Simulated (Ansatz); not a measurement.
TiTe₂ (CdI2 type)

```yaml
crystal:
  lattice:
    - [3.69732, 0.00000, 0.00000]
    - [-1.84866, 3.20197, 0.00000]
    - [0.00000, 0.00000, 6.38398]
  atoms:
    - { symbol: Ti, position: [0.00000, 0.00000, 0.00000] }
    - { symbol: Te, position: [0.33333, 0.66667, 0.27110] }
    - { symbol: Te, position: [0.66667, 0.33333, 0.72890] }
```

The slice is a (0001) plane (indices of the conventional cell) through the point (0.667, 0.333, 0.729) (fractional), spanned by u = [110] and v = [1 -1 0] in vectors of this cell: u (3.70 Å) and v (6.40 Å, at 90° to u). It covers one period; positions are fractions (u, v).

Calculation: PBE-D3(BJ) (plane waves to 420 eV, PAW, scalar-relativistic; Ansatz, a quantum-chemistry and plane-wave program). k mesh 15×15×8. Near the nuclei the fields are pseudised (PAW); where an atom keeps semicore shells as valence, they peak there. Spin-orbit coupling is left out, though Te is heavy. TiTe2 is run without spin polarisation. TiTe2 was relaxed with its symmetry unable to fall.

Task: Predict the map of the valence electron density on the slice.

Result: 
```
|@%*=:...:=*%|
|**=-:...:-=*|
|=--:.. ..:--|
|:::.......::|
|............|
|   .:::::.  |
|  .:-===-:. |
|  :-=***=-: |
| .:=*%@%*=:.|
|..-=#@@@#=-.|
|..:=*%@%*=:.|
|..:-=***=-:.|
| ..:--=--:..|
|....:::::...|
|............|
|:::.     .::|
|==-:.   .:-=|
|**=-:   :-=*|
|@%*=:. .:=*%|
|@@#=-...-=#@|
```
Scale: ten equal steps from -1.24 (start of ' ') to 1.24 (end of '@'), in the order ' .:-=+*#%@'. Values: log₁₀ of the valence density in e/Å³. The map has 12 points along u (one character each, u = 0 at the left) and 20 along v (v = 0 in the bottom row). The scale is logarithmic, as a density can span decades between atoms and voids.
